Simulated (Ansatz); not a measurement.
Input, command and steps of an Ansatz relaxation.

```yaml
crystal:
  lattice:
    - [5.9130359951, 0.0, 0.0]
    - [0.0, 2.9575676079, 0.0]
    - [0.0, 0.0, 4.4097930679]
  atoms:
    - { symbol: Ti, position: [0.1770267648, 0.25, 0.1209838069] }
    - { symbol: Ti, position: [0.8229732352, 0.75, 0.8790161931] }
    - { symbol: Ti, position: [0.3229732352, 0.75, 0.6209838069] }
    - { symbol: Ti, position: [0.6770267648, 0.25, 0.3790161931] }
    - { symbol: B, position: [0.03069986, 0.25, 0.6013899246] }
    - { symbol: B, position: [0.96930014, 0.75, 0.3986100754] }
    - { symbol: B, position: [0.46930014, 0.75, 0.1013899246] }
    - { symbol: B, position: [0.53069986, 0.25, 0.8986100754] }
basis:
  ecutwfc: 500
kpoints:
  mp_grid: { grid: [6, 12, 8] }
hamiltonian:
  xc: r2scan
scf:
  occupations: { method: gaussian, width: 0.1 }
output:
  forces: true
  stress: true
  eigenvalues: true
relax:
  adjacent_minimum: "off"
  f_tol: 0.01
  max_steps: 30
  cell: { stress_tol: 0.1, fix: [volume] }
```

```bash
ansatz run input.yaml --threads 2 --pin off --max-ram 5120MiB --backend cpu --events-out ev --progress --plain --runs-dir out
```

Computed with DFT r2SCAN, scalar-relativistic, plane waves, PAW in Ansatz 0.2.0.

The volume is held at 0.91 times that of the relaxed cell.

Of 6 frames 5 are shown, positions in Å and forces in eV/Å; the SCF threshold varies from step to step. Steps run on the plane waves of an earlier cell, with a Pulay correction in the pressure. The basis is chosen afresh for the last frame, the zero of the energies, and at times for earlier ones too; energy and pressure step there, also at an unchanged geometry.

```xyz
8
Lattice="5.9130 0.0000 0.0000 0.0000 2.9576 0.0000 0.0000 0.0000 4.4098" Properties=species:S:1:pos:R:3:forces:R:3 pbc="T T T" step=1 free_energy_over_end_meV_per_atom=0.15 pressure_GPa=24.59
Ti    1.0468    0.7394    0.5335   -0.0472    0.0000   -0.0519
Ti    4.8663    2.2182    3.8763    0.0472    0.0000    0.0519
Ti    1.9098    2.2182    2.7384    0.0472    0.0000   -0.0519
Ti    4.0033    0.7394    1.6714   -0.0472    0.0000    0.0519
B     0.1815    0.7394    2.6520    0.0264    0.0000    0.0764
B     5.7315    2.2182    1.7578   -0.0264    0.0000   -0.0764
B     2.7750    2.2182    0.4471   -0.0264    0.0000    0.0764
B     3.1380    0.7394    3.9627    0.0264    0.0000   -0.0764
8
Lattice="5.9089 0.0000 0.0000 0.0000 2.9599 0.0000 0.0000 0.0000 4.4095" Properties=species:S:1:pos:R:3:forces:R:3 pbc="T T T" step=2 free_energy_over_end_meV_per_atom=0.04 pressure_GPa=24.46
Ti    1.0429    0.7400    0.5297    0.0191    0.0000    0.0103
Ti    4.8660    2.2199    3.8797   -0.0191    0.0000   -0.0103
Ti    1.9116    2.2199    2.7345   -0.0191    0.0000    0.0103
Ti    3.9973    0.7400    1.6750    0.0191    0.0000   -0.0103
B     0.1827    0.7400    2.6527    0.0152    0.0000    0.0414
B     5.7262    2.2199    1.7568   -0.0152    0.0000   -0.0414
B     2.7718    2.2199    0.4479   -0.0152    0.0000    0.0414
B     3.1371    0.7400    3.9616    0.0152    0.0000   -0.0414
8
Lattice="5.9111 0.0000 0.0000 0.0000 2.9595 0.0000 0.0000 0.0000 4.4083" Properties=species:S:1:pos:R:3:forces:R:3 pbc="T T T" step=3 free_energy_over_end_meV_per_atom=0.01 pressure_GPa=24.45
Ti    1.0441    0.7399    0.5302    0.0070    0.0000    0.0018
Ti    4.8670    2.2196    3.8782   -0.0070    0.0000   -0.0018
Ti    1.9114    2.2196    2.7343   -0.0070    0.0000    0.0018
Ti    3.9997    0.7399    1.6740    0.0070    0.0000   -0.0018
B     0.1830    0.7399    2.6534    0.0063    0.0000    0.0190
B     5.7282    2.2196    1.7549   -0.0063    0.0000   -0.0190
B     2.7726    2.2196    0.4492   -0.0063    0.0000    0.0190
B     3.1385    0.7399    3.9591    0.0063    0.0000   -0.0190
8
Lattice="5.9101 0.0000 0.0000 0.0000 2.9606 0.0000 0.0000 0.0000 4.4074" Properties=species:S:1:pos:R:3:forces:R:3 pbc="T T T" step=4 free_energy_over_end_meV_per_atom=0.00 pressure_GPa=24.44
Ti    1.0446    0.7402    0.5305   -0.0032    0.0000   -0.0035
Ti    4.8656    2.2205    3.8768    0.0032    0.0000    0.0035
Ti    1.9105    2.2205    2.7342    0.0032    0.0000   -0.0035
Ti    3.9996    0.7402    1.6732   -0.0032    0.0000    0.0035
B     0.1831    0.7402    2.6541    0.0003    0.0000   -0.0008
B     5.7271    2.2205    1.7533   -0.0003    0.0000    0.0008
B     2.7720    2.2205    0.4504   -0.0003    0.0000   -0.0008
B     3.1382    0.7402    3.9570    0.0003    0.0000    0.0008
8
Lattice="5.9119 0.0000 0.0000 0.0000 2.9596 0.0000 0.0000 0.0000 4.4076" Properties=species:S:1:pos:R:3:forces:R:3 pbc="T T T" step=6 free_energy_over_end_meV_per_atom=0.00 pressure_GPa=24.44
Ti    1.0448    0.7399    0.5302    0.0002    0.0000    0.0008
Ti    4.8671    2.2197    3.8774   -0.0002    0.0000   -0.0008
Ti    1.9112    2.2197    2.7340   -0.0002    0.0000    0.0008
Ti    4.0007    0.7399    1.6736    0.0002    0.0000   -0.0008
B     0.1832    0.7399    2.6542   -0.0007    0.0000   -0.0024
B     5.7287    2.2197    1.7534    0.0007    0.0000    0.0024
B     2.7727    2.2197    0.4504    0.0007    0.0000   -0.0024
B     3.1391    0.7399    3.9572   -0.0007    0.0000    0.0024
```

Time: 4.4 min on 2 threads of Intel(R) Xeon(R) Processor @ 2.50GHz (Skylake/Cascade Lake) (shared host), peak memory 0.87 GiB.